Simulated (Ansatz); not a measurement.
A trial cell of CoCuC6N6, before relaxation:

Space group Fm-3m (No. 225). a = 10.189 Å, b = 10.189 Å, c = 10.189 Å, α = 90.00°, β = 90.00°, γ = 90.00°
```tsv
atom	site	symmetry	x	y	z
Co	4a	m-3m	0.0000	0.0000	0.0000
Cu	4b	m-3m	0.5000	0.0000	0.0000
C	24e	4m.m	0.1881	0.0000	0.0000
N	24e	4m.m	0.3030	0.0000	0.0000
```

Theory: DFT PBE, scalar-relativistic, plane waves, PAW in Ansatz. Cutoff 420 eV, Gaussian smearing, Γ-centred meshes. Cell and atoms relax first on a coarse mesh and then on a converged one. In between, the cell is made exact in the group found at 0.06 Å. The steps can't lower the symmetry of their start. Collinear spin, starting moments Co 3.0; Cu 1.0 μB.

A guess keeps its type if space group and coordination stay and the shape of the cell changes little (axis ratios within about 15 %, angles within 6°); the volume may change.

Problem. Will the relaxed cell still be of the starting type?

Solution. It keeps its type. The symmetry stays Fm-3m (No. 225). The volume per atom shrinks by 3.8 %, from 18.9 to 18.2 Å³. The shortest distance goes from 1.17 Å (C–N) to 1.16 Å (C–N). Counting neighbours within 15 % of an atom's shortest distance, the start has C 1, Co 6, Cu 6, N 1 and the end C 1, Co 6, Cu 6, N 1.

The last run used collinear spin, a 6×6×6 mesh for its 14-atom cell and Gaussian smearing of 0.02 eV. The magnetic state reached may not be the lowest. A structure relaxed within its symmetry needn't be a true minimum.
